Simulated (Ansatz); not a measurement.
GaAs:
```
CELL_PARAMETERS angstrom
      3.74256     0.00000     0.00000
     -1.87128     3.24115     0.00000
      0.00000     0.00000     6.30295
ATOMIC_POSITIONS crystal
  Ga 0.00000 0.00000 0.00000
  Ga 0.00000 0.00000 0.50000
  As 0.33333 0.66667 0.25000
  As 0.66667 0.33333 0.75000
```

Relaxed with r²SCAN. Special points in fractions of this cell's reciprocal vectors: Γ (0.000, 0.000, 0.000); M (0.500, 0.000, 0.000); K (0.333, 0.333, 0.000); A (0.000, 0.000, 0.500); L (0.500, 0.000, 0.500); H (0.333, 0.333, 0.500).

Problem. List the band energies nearest the Fermi level at these points for plane-wave PAW r²SCAN with spin–orbit coupling (Ansatz code).

Solution. In eV from the Fermi level; about four levels below and three above (degenerate sets whole), none deeper than 8.9 eV; points with the same levels are listed once.

```tsv
k	below	above
Γ	-0.07 -0.07 -0.07 -0.07	0.07 0.07 0.26 0.26
M	-4.29 -4.29 -2.62 -2.62	0.19 0.19 1.37 1.37
K	-3.12 -3.12 -3.07 -3.07	5.69 5.69 6.70 6.70
A	-4.95 -4.95 -4.95 -4.95	0.04 0.04 0.04 0.04
L	-0.23 -0.23 -0.23 -0.23	3.92 3.92 3.92 3.92
H	-0.29 -0.29 -0.22 -0.22	0.88 0.88 0.93 0.93
```

Space group P6_3/mmc (NiAs type). The start of the workflow was typed in or built on a structure type; neither database checked (COD, Materials Project) lists it. It is not the phase usual at ambient conditions (space group No. 216). The r²SCAN relaxation kept the symmetry of its start; its stability against distortions is not shown here.

Potentials: the later of the program's two PAW sets.
